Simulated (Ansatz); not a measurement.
## ZnS, first-principles data

ZnS:
```
CELL_PARAMETERS angstrom
      1.90452     1.09957    18.69059
     -1.90452     1.09957    18.69059
      0.00000    -2.19915    18.69059
ATOMIC_POSITIONS crystal
  Zn 0.55559 0.55559 0.55559
  Zn 0.16667 0.16667 0.16667
  Zn 0.38902 0.38902 0.38902
  Zn 0.27785 0.27785 0.27785
  Zn 0.00009 0.00009 0.00009
  Zn 0.77784 0.77784 0.77784
  S  0.59728 0.59728 0.59728
  S  0.04178 0.04178 0.04178
  S  0.43063 0.43063 0.43063
  S  0.20829 0.20829 0.20829
  S  0.31945 0.31945 0.31945
  S  0.81946 0.81946 0.81946
```

Space group R3m (No. 160); conventional cell a = 3.809 Å, b = 3.809 Å, c = 56.072 Å, α = 90.00°, β = 90.00°, γ = 120.00°.

Method: plane-wave PAW r²SCAN (Ansatz code). Structure relaxed to zero pressure with the same functional. Other levels are named where they apply.

Cell and energy:

Volume per atom: 19.57 Å³
Density: 4.13 g/cm³
Formation energy from the elements (no fitted shifts): -0.98 eV/atom

Electronic structure:

- Band gap = 2.73 eV (direct)
- Valence-band maximum = at Γ
- Conduction-band minimum = at Γ
- Electron effective mass = 0.19 mₑ (isotropic)
- Hole effective mass, band 1 of 2 at the edge = 1.5 along x, 1.5 along z (mₑ)
- Hole effective mass, band 2 of 2 at the edge = 0.19 along x, 1.5 along z (mₑ)
- HSE06 gap on the r²SCAN cell = 3.40 eV

Mechanics:

* **Bulk modulus (Birch–Murnaghan fit)**: 78.5 GPa
* **Pressure derivative B′**: 4.3

Charges:

- Bader charges: Zn +0.96 to +0.97, S -0.97 to -0.96 e

The workflow started from a Materials Project entry (that database holds measured and hypothetical structures alike); the Crystallography Open Database files this formula in space group No. 160, but the cells were not matched. It is not the phase usual at ambient conditions (space group No. 186, 216). Symmetry was held in the r²SCAN relaxation; its stability against distortions is not shown here. The references are the lowest solids computed at this level, not always the standard phases.

Potentials: the later of the program's two PAW sets.
